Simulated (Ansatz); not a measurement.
### Question
Mn$_{3}$SiN (anti-perovskite, space group No. 221) is relaxed with the program Ansatz at the PBEsol level (PAW). What lattice parameters of the conventional cell result?

### Answer
a = 3.677 Å.

These are the values of the symmetrised cell.

### Question
Is it a metal or does it have a gap at this level?

### Answer
No gap at this level.

Space group Pm-3m (anti-perovskite). The start of the workflow was typed in or built on a structure type; neither database checked (COD, Materials Project) lists it. Its standing as an ambient phase is unchecked. Symmetry was held in the PBEsol relaxation; whether a distortion lowers the energy is not shown. The final state is ferromagnetic, chosen from 4 collinear starts compared on coarse meshes (ties went to the first, and starts can fall back to one state), not a proven ground state. The volume moved by -19 % from the start of the relaxation. No Hubbard U is applied.

Potentials: the later of the program's two PAW sets.
